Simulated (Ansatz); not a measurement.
LiH:
```cif
data_H4Li4
_chemical_formula_sum 'Li4 H4'
_space_group_name_H-M_alt 'Fm-3m'
_space_group_IT_number 225
_space_group_name_Hall '-F 4 2 3'
_cell_length_a 3.98080
_cell_length_b 3.98080
_cell_length_c 3.98080
_cell_angle_alpha 90.000
_cell_angle_beta 90.000
_cell_angle_gamma 90.000
loop_
_atom_site_label
_atom_site_type_symbol
_atom_site_symmetry_multiplicity
_atom_site_Wyckoff_symbol
_atom_site_fract_x
_atom_site_fract_y
_atom_site_fract_z
_atom_site_occupancy
Li1 Li 4 a 0.00000 0.00000 0.00000 1
H1 H 4 b 0.50000 0.50000 0.50000 1
```
(The calculation used a cell of 2 atoms; values per cell refer to that cell.)

This is the PBEsol-relaxed structure.

Problem. All from PBEsol in the plane-wave PAW code Ansatz, unless another level is named. Predict the bulk modulus (Birch–Murnaghan fit).

Solution. 37.1 GPa.

Problem. Give the elastic constants (relaxed ions, GPa).

Solution. C11 = 90.2, C12 = 10.4, C44 = 48.4.

The cell was relaxed with PBEsol under the symmetry of its start.

Potentials: the later of the program's two PAW sets.
